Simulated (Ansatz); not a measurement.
## Tm (hcp)

Level of theory: DFT, LDA, scalar-relativistic, collinear spin; plane waves to 420 eV with PAW datasets (Ansatz 0.2.0), 14×14×8 k-mesh, Gaussian smearing of 0.05 eV. The datasets are Ansatz's generated set soft_2.

```
Tm
1.0
     3.41171    0.00000    0.00000
    -1.70585    2.95463    0.00000
     0.00000    0.00000    5.61729
Tm
2
Direct
  0.33333 0.66667 0.75000
  0.66667 0.33333 0.25000
```

Magnetic state: ferromagnetic, site spin moments Tm 1.17 μB.

The cell is relaxed to zero pressure at this level.

Path: Γ–M–K–Γ–A–L–H–A | L–M | H–K, with Γ = (0.000, 0.000, 0.000), M = (0.500, 0.000, 0.000), K = (0.333, 0.333, 0.000), A = (0.000, 0.000, 0.500), L = (0.500, 0.000, 0.500), H = (0.333, 0.333, 0.500) in reciprocal vectors of the calculation's cell.

Problem. Is it a metal or an insulator, and if it has a gap, where are the band edges on this path?

Solution. A metal: bands cross the Fermi level.

Bands as a text map, energy in eV from the Fermi level (dashes), each leg drawn with the same width, + spin up, o spin down, # both:
```
  1.75 |                   #       +#o        #     o#  o#             ##  
  1.50 |#  #                 ##o  o# +#        o    +  #+            ##    
  1.25 | #  #             # #  +##+    #       +####  #            ##      
  1.00 |  #  #             #            #o    ###   ##                     
  0.75 |   o  ####       #               +####   o #      ###   ###        
  0.50 |   +      ##    # #                      +o         ####   ooo     
  0.25 |    #o    oo######                       o+o          +oo  ++######
  0.00 |oooooooooooo###o##ooooooooooooooooooooooo#ooooooooooooo#ooooo######
 -0.25 |oooo###oo#####o#oo#oooooooooooooooooooooooo#oooooooooooo#oooooooooo
 -0.50 |     #o++o#o#oooo                       +oo            oo#+oooooooo
 -0.75 |++++##+####+o  #++#++++++++++++++     ++o  o++++++  ++++++#        
 -1.00 |+++#++###++#+++++++++++++++++++++++++++#+++++++++++++++####++++++++
 -1.25 |++++++++++#+++++++++++++++++++++++++++#+++++#++++++++##++++++++++++
 -1.50 |  #     +#         #                ##             ##              
 -1.75 |       #o       #   +            ###         #    #########        
 -2.00 |##    #             o##                                            
 -2.25 |                       #+       #                                  
 -2.50 |     +                  o+                    #                    
 -2.75 |     o           #       o     #                                   
 -3.00 |                          #                    #                   
 -3.25 |                           #  #                                    
 -3.50 |    #                        #                  #                  
 -3.75 |                  #         #                    #                 
 -4.00 |                           +                                       
 -4.25 |   #                       o                                       
 -4.50 |                          #                                        
 -4.75 |  #                #     #                                         
 -5.00 |                        #                                          
        Γ      M      K      Γ      A      L      H      AL       MH      K
```

Without a U the open 4f shell is pinned at the Fermi level, an artefact: in the real crystal it splits into occupied and empty levels away from it, and its large orbital moment is missing here. These numbers lack spin–orbit coupling. The run wasn't fully tested for a lower electronic state. Site moments are of spin, integrated over atomic spheres.

The state of the open shells isn't shown to be the lowest, and forces and pressures are less sure for it.
